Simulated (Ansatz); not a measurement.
Zr (hcp, Mg type)

```
CELL_PARAMETERS angstrom
      3.24591     0.00000     0.00000
     -1.62295     2.81104     0.00000
      0.00000     0.00000     5.15116
ATOMIC_POSITIONS crystal
  Zr 0.33333 0.66667 0.75000
  Zr 0.66667 0.33333 0.25000
```

Two coordinates are scanned: the volume, and the ratio of the stretch along z (the conventional c axis) to the stretch across it. Atoms keep their fractional coordinates.

The numbers are results of r2SCAN (plane waves to 500 eV, PAW, scalar-relativistic; Ansatz, a first-principles code), not measurements. k mesh 16×16×9 (Γ-centred), Fermi-Dirac smearing 0.05 eV. Stress and pressure are positive under compression. With partly filled bands, the response to shear is sensitive to the k mesh, so small differences along c/a are uncertain. The PAW data are Ansatz's earlier set. Zr is run without spin polarisation. Zr was relaxed with its symmetry unable to fall.

At one point of the scan the stress tensor (GPa) is:

```
    4.3      0.0      0.0
    0.0      4.3      0.0
    0.0      0.0      9.4
```

Task: Which point is it?
(A) V/V₀ = 0.947, (c/a)/(c/a)₀ = 1.040
(B) V/V₀ = 0.973, (c/a)/(c/a)₀ = 1.000
(C) V/V₀ = 0.920, (c/a)/(c/a)₀ = 1.013
(D) V/V₀ = 0.947, (c/a)/(c/a)₀ = 0.960

Result: D, V/V₀ = 0.947, (c/a)/(c/a)₀ = 0.960

(Under strain, the slope of the energy per volume gives the stress and its curvature an elastic modulus.)
